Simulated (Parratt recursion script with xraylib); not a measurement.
**Thickness fringes of films on Si (X-ray reflectivity)**

Simulated, not measured: specular X-ray reflectivity, Parratt recursion, Névot-Croce roughness, xraylib tables (Parratt recursion script with xraylib 4.3.0).

Photon energy 5.415 keV (λ = 2.2896 Å), s polarisation. The grazing angle θ is scanned from 0.05° to 3.72° in 900 evenly spaced points, and the curve is smoothed with a Gaussian of 0.004° full width. A minimum is a scan point below both neighbours, placed by a parabola through ln R at the three points.

Each run is one film on Si (density 2.313 g/cm³, δ = 16.75 × 10⁻⁶, rms roughness 1.8 Å) under vacuum. The film surface has an rms roughness of 5 Å in all runs. The refractive index is n = 1 − δ + iβ. The table lists all minima between 0.95 and 2.15°.

```
run  film  thickness d (Å)  density (g/cm³)  δ (10⁻⁶)  β (10⁻⁶)                                         minima at θ (°)
---  ----  ---------------  ---------------  --------  --------  ------------------------------------------------------
A      Co              400            9.156     57.07     2.070  1.024, 1.159, 1.301, 1.448, 1.598, 1.751, 1.905, 2.062
B      Co              400            7.325         ?         ?                                                       ?
```

Densities are inputs, not measurements. They were set from computed cells of the Materials Project: Co from entry mp-1183710 (P6₃/mmc, 9.156 g/cm³, taken at 80 and 100 %); Si from entry mp-149 (Fd-3m, 2.313 g/cm³). A layer's crystal structure does not enter its constants, only its composition and density.

How many minima does run B have between 0.95 and 2.15°, and where? Estimate its δ first.

Inside a film the fringe order is m = (2d/λ)(sin²θ − 2δ)^½, with the film's own δ. Where the film's δ lies above the substrate's, its two faces reflect with opposite signs, and minima are expected at whole m.

- Run A, δ above the substrate's: the minima give m = 5.01, 6.00, 7.00, 8.00, 9.00, 10.00, 11.00, 12.00.

At fixed composition δ is proportional to density: 57.07 × 7.325/9.156 = 45.66, in the table's units (the run used 45.66). In run B the film's δ lies above the substrate's, so take whole m. The window runs from m = 4.73 to 12.68 and holds m = 5, 6, 7, 8, 9, 10, 11, 12. Then sin²θ = 2δ + (mλ/2d)² gives θ = 0.986, 1.126, 1.272, 1.422, 1.574, 1.729, 1.885, 2.043°.

The run has 8 minima, at 0.986, 1.126, 1.272, 1.422, 1.574, 1.729, 1.886, 2.043°. The largest distance from one of them to an estimated minimum is 0.001°, against a mean spacing of 0.151°.
